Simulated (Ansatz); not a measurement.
Space group Cmcm (No. 63). a = 3.105 Å, b = 9.698 Å, c = 7.253 Å, α = 90.00°, β = 90.00°, γ = 90.00°
```tsv
atom	site	symmetry	x	y	z
Ca	4c	m2m	0.0000	0.2500	0.7500
Rh	4a	2/m..	0.0000	0.0000	0.0000
O	4c	m2m	0.5000	0.4239	0.7500
O	8f	m..	0.5000	0.1268	0.9483
```

Equation of state of this CaRhO$_{3}$ structure (not necessarily the ground state), with shape and atoms relaxed at each volume where symmetry leaves them free. It has no gap at any of these volumes. Method: DFT PBEsol, scalar-relativistic, plane waves, PAW in Ansatz.

Cutoff 420 eV; k points 12×12×6 on the computed 10-atom cell (Γ-centred); Gaussian smearing, width 0.10 eV; collinear spin.

```
V (Å³/atom) E − E(largest V) (meV/atom) P (GPa)
     10.264                         5.03    11.88
     10.591                       -12.68     5.46
     10.919                       -18.25     0.00
     11.246                       -13.48    -4.63
     11.574                         0.00    -8.52
```

Fit a third-order Birch–Murnaghan equation to E(V).

V0 = 10.92 Å³/atom, B0 = 167 GPa, B0' = 4.5.